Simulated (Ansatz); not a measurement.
**GaB3As4 (ordering on zincblende): the band gap by level of theory**

All numbers come from the plane-wave code Ansatz. No magnetic order. The prototype was imposed, so other structures may be more stable.

GaB3As4, ordered on the zincblende lattice (R3m) with 8 atoms a cell, relaxed with r2SCAN. It is trigonal, R3m (No. 160); conventional cell a = 3.529 Å, c = 35.114 Å, 15.78 Å³ an atom. Around B lie 4 As at 2.07–2.14 Å; around B lie 4 As at 2.08–2.14 Å; around Ga lie 4 As at 2.30–2.43 Å; around As lie 4 B at 2.07–2.14 Å; around As lie 4 B at 2.08–2.14 Å; around As lie 3 B at 2.14 Å and 1 Ga at 2.43 Å; around As lie 1 B at 2.07 Å and 3 Ga at 2.30 Å.

Relaxed lattice by functional, symmetry kept:
```
functional  k mesh  a (Å)   c (Å)  volume (Å³/atom)
       PBE   8×8×8  3.548  35.419             16.09
    r2SCAN   8×8×8  3.529  35.114             15.78
```

On this one geometry the levels give:

| level | k mesh | gap (eV) | kind | edges | least direct gap (eV) |
| --- | --- | --- | --- | --- | --- |
| PBE | 8×8×8 | 0.03 | indirect | Γ → (1/8, 1/8, -1/4) | 0.58 |
| PBE+SOC | 8×8×8 | none (overlap 0.07) | – | – | – |
| r2SCAN | 8×8×8 | 0.23 | indirect | Γ → (1/8, 1/8, -1/4) | 0.81 |
| HSE06 | 6×6×6 | 0.60 | indirect | Γ → (1/8, 1/8, -1/4) | 1.31 |

All runs use a smearing of 0.02 eV.
Wave cutoffs: 420 eV, 500 eV (r2SCAN).
Points off the special ones are mesh points or PBE's searched band edges, reused at the other levels.

With HSE06 the valence top lies at Γ and the conduction bottom at k = (1/8, 1/8, -1/4), 0.60 eV higher; the smallest vertical gap, at Γ, is 1.31 eV. Spin-orbit coupling changes the PBE gap by -0.101 eV, and no gap is left.

The levels disagree on the kind of gap: indirect with PBE, r2SCAN, HSE06; no gap with PBE+SOC.

Only the levels marked +SOC include spin-orbit coupling.

Gaps or overlaps of about a tenth of an eV are at the limit of these meshes: between the points read a gap can be smaller or closed.

Coordinates of k points refer to the reciprocal vectors of the primitive cell of the runs.
